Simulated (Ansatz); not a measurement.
C8H4FeN6Ni:
```cif
data_C8H4FeN6Ni
_chemical_formula_sum 'Fe1 Ni1 N6 C8 H4'
_space_group_name_H-M_alt 'P 1'
_space_group_IT_number 1
_cell_length_a 6.70563
_cell_length_b 6.90826
_cell_length_c 6.93000
_cell_angle_alpha 90.000
_cell_angle_beta 90.000
_cell_angle_gamma 90.000
loop_
_space_group_symop_operation_xyz
  'x, y, z'
loop_
_atom_site_label
_atom_site_type_symbol
_atom_site_fract_x
_atom_site_fract_y
_atom_site_fract_z
_atom_site_occupancy
Fe1 Fe 0.00000 0.00000 0.00000 1
Ni1 Ni 0.00000 0.50000 0.50000 1
N1 N 0.00000 0.19314 0.19279 1
C1 C 0.00000 0.31192 0.31285 1
N2 N 0.00000 0.19314 0.80721 1
C2 C 0.00000 0.31192 0.68715 1
N3 N 0.00000 0.80686 0.19279 1
C3 C 0.00000 0.68808 0.31285 1
N4 N 0.00000 0.80686 0.80721 1
C4 C 0.00000 0.68808 0.68715 1
N5 N 0.70906 0.00000 0.00000 1
N6 N 0.29094 0.00000 0.00000 1
C5 C 0.60312 0.16618 0.00000 1
H1 H 0.68749 0.30038 0.00000 1
C6 C 0.60312 0.83382 0.00000 1
H2 H 0.68749 0.69962 0.00000 1
C7 C 0.39688 0.16618 0.00000 1
H3 H 0.31251 0.30038 0.00000 1
C8 C 0.39688 0.83382 0.00000 1
H4 H 0.31251 0.69962 0.00000 1
```

Relaxed with PBE+D3(BJ). Plane-wave PAW PBE+D3(BJ) (Ansatz code) gives a gap of 1.04 eV.

Problem. What gap does HSE06 give on the same cell (Ansatz, PAW)?

Solution. 2.62 eV, 1.57 eV more. The hybrid was solved on a coarser mesh and at special points; its gap is the smallest among all of these.

| k | v1 PBE+D3(BJ) | c1 PBE+D3(BJ) | v1 HSE06 | c1 HSE06 |
|---|---|---|---|---|
| Γ | -0.15 | 1.07 | … | … |
| X | -0.15 | 1.64 | -0.29 | 3.15 |
| Z | -0.18 | 1.04 | -0.22 | 2.62 |
| U | -0.18 | 1.62 | … | … |
| Y | -0.18 | 1.13 | … | … |
| S | -0.17 | 1.69 | -0.21 | 3.23 |
| T | 0.00 | 1.11 | 0.00 | 2.71 |
| R | 0.00 | 1.69 | … | … |

Problem. Top valence (v1) and lowest conduction level (c1) in eV from each method's valence maximum (which need not be a listed point): supply the withheld HSE06 values.

Solution. 
- Γ, v1 HSE06: 0.00
- Γ, c1 HSE06: 2.65
- R, v1 HSE06: -0.05
- R, c1 HSE06: 3.22
- U, v1 HSE06: -0.22
- U, c1 HSE06: 3.11
- Y, v1 HSE06: -0.07
- Y, c1 HSE06: 2.73

Cost on shared cores: the PBE+D3(BJ) run (SCF on a 4×4×4 mesh, then bands and DOS) around 9 core-minutes (rough), the HSE06 run (SCF on 3×3×3, then a few points) very roughly 19 core-minutes; the tasks are unlike.

Space group Pmmm. A made-up cell: these elements were put on the sites of a structure type; neither database checked (COD, Materials Project) lists it. Whether it is the stable phase at ambient conditions was not checked. The cell was relaxed with PBE+D3(BJ) under the symmetry of its start; its stability against distortions is not shown here. No spin polarisation was allowed.

Potentials: the later of the program's two PAW sets.
